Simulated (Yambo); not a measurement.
Yambo run on AgNO3 (space group R3c, No. 161). The wavefunctions come from this Quantum ESPRESSO step (PBEsol, PseudoDojo standard norm-conserving files, scalar-relativistic):

```
&CONTROL
  calculation = 'nscf'
  pseudo_dir = './pseudo'
  outdir = './out'
/
&SYSTEM
  ibrav = 0
  nat = 10
  ntyp = 3
  ecutwfc = 84.0
  ecutrho = 336.0
  occupations = 'fixed'
  force_symmorphic = .true.
  nbnd = 201
/
&ELECTRONS
  conv_thr = 1e-08
  diago_full_acc = .true.
  diago_thr_init = 1e-08
/
ATOMIC_SPECIES
N 14.0070 N.upf
O 15.9990 O.upf
Ag 107.8682 Ag.upf
CELL_PARAMETERS angstrom
  2.576190007000   1.487363994000   5.441733000000
 -2.576190007000   1.487363994000   5.441733000000
  0.000000000000  -2.974727987000   5.441733000000
ATOMIC_POSITIONS crystal
N   0.776977000000   0.776977000000   0.776977000000
N   0.276977000000   0.276977000000   0.276977000000
O   0.488580000000   0.008230000000   0.335900000000
O   0.008230000000   0.335900000000   0.488580000000
O   0.335900000000   0.488580000000   0.008230000000
O   0.835900000000   0.508230000000   0.988580000000
O   0.988580000000   0.835900000000   0.508230000000
O   0.508230000000   0.988580000000   0.835900000000
Ag   0.003450000000   0.003450000000   0.003450000000
Ag   0.503450000000   0.503450000000   0.503450000000
K_POINTS automatic
2 2 2 0 0 0
```

Yambo input:

```
rim_cut
gw0
dyson
el_el_corr
HF_and_locXC
ppa
em1d
RandQpts= 1000000
RandGvec= 1 Ry
EXXRLvcs= 84 Ry
VXCRLvcs= 336 Ry
Chimod= "HARTREE"
% BndsRnXp
 9 | 199 |
%
NGsBlkXp= 7 Ry
% LongDrXp
 1.0 | 1.0 | 1.0 |
%
PPAPntXp= 27.2114 eV
% GbndRnge
 1 | 199 |
%
GTermKind= "BG"
DysSolver= "n"
ExtendOut
% QPkrange
 1 | 1 | 42 | 43 |
 2 | 2 | 42 | 43 |
 3 | 3 | 42 | 43 |
 4 | 4 | 42 | 43 |
%
```

k points by index: 1 = Γ, 2 = L, 3 = F, 4 = Z.

Table of the .qp output:

```
#    K-point    Band    Eo [eV]    E [eV]    E-Eo [eV]    Vxc [eV]    Vnlxc [eV]    Sc|Eo [eV]    Sc|E [eV]    dSc/dw|Eo [eV]    Re(Z)    Im(Z)
#
    1    42    -0.117223    -1.163232    -1.046009    -24.12990    -30.15346    4.712900    4.977552    -6.883931    0.798096    -0.001208
    1    43    1.783963    3.209307    1.425344    -17.55434    -13.30421    -2.477893    -2.824783    -6.622192    0.804270    -0.001148
    2    42    -0.132890    -1.116988    -0.984098    -22.87721    -28.98245    4.864462    5.121147    -7.096648    0.793147    -0.001229
    2    43    2.810693    4.460167    1.649474    -19.31797    -14.70031    -2.536179    -2.968184    -7.126444    0.792459    -0.001220
    3    42    0.000000    -0.934707    -0.934707    -22.63658    -28.60566    4.790579    5.034374    -7.096400    0.793153    -0.001225
    3    43    2.626576    4.285837    1.659260    -18.93707    -14.23747    -2.608319    -3.040340    -7.084667    0.793424    -0.001214
    4    42    -0.351180    -1.464552    -1.113372    -24.17661    -30.38388    4.811266    5.093899    -6.906865    0.797559    -0.001221
    4    43    1.917475    3.268853    1.351378    -16.69178    -12.23696    -2.785662    -3.103445    -6.398531    0.809622    -0.001122
```
(The two width columns are left out.) Convergence of these settings isn't established.

Spin-orbit coupling is not included.

Geometry of the Materials Project entry, not relaxed at this level.

The structure is a Materials Project entry; no match was found in the copy of COD used, and its stability was not checked.
